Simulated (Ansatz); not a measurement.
LiF (zinc blende, space group No. 216), the program Ansatz at the PBEsol level (PAW). The conduction-band minimum lies at Γ, with 1 equivalent valley. Second derivatives d²E/dk² of the lowest band at one valley (eV·Å²), along Cartesian directions:

| direction | d²E/dk² |
|---|---|
| [100] | 9.225 |
| [010] | 9.225 |
| [001] | 9.225 |
| [110] | 9.223 |
| [101] | 9.223 |
| [011] | 9.223 |

### Question
Find the principal effective masses, the density-of-states mass and the conductivity mass.

### Answer
Off-diagonal terms follow from H_xy = H[110] − (H_xx + H_yy)/2, and m*/mₑ = 7.620 eV·Å² over each eigenvalue: 0.83, 0.83, 0.83. One valley's DOS mass (m₁m₂m₃)^(1/3) = 0.83, conductivity mass 3/(Σ 1/mᵢ) = 0.83 mₑ.

### Question
What effective density of states Nc follows at 300 K for parabolic valleys?

### Answer
Nc = 2.509e19 × 1 × (0.83)^(3/2) ≈ 1.9e19 cm⁻³.

### Question
With the computed static dielectric constant 4.43 (mean of the diagonal), estimate a hydrogenic donor's binding energy and radius.

### Answer
E = 13.606 eV × 0.83/4.43² ≈ 580 meV; a = 0.529 Å × ε/m* ≈ 2.8 Å. Semilocal masses tend to be too small where the gap is.

### Question
With ε∞ = 1.90 and ω_LO = 657 cm⁻¹, what Fröhlich coupling constant follows?

### Answer
α = (1/ε∞ − 1/ε0) √(m* × 13.606 eV/ħω_LO) = 3.5.

Space group F-43m (zinc blende). The start of the workflow was typed in or built on a structure type; neither database checked (COD, Materials Project) lists it. It is not the phase usual at ambient conditions (space group No. 225). The cell was relaxed with PBEsol under the symmetry of its start; phonons on a q-mesh show no instability.

Potentials: the later of the program's two PAW sets.
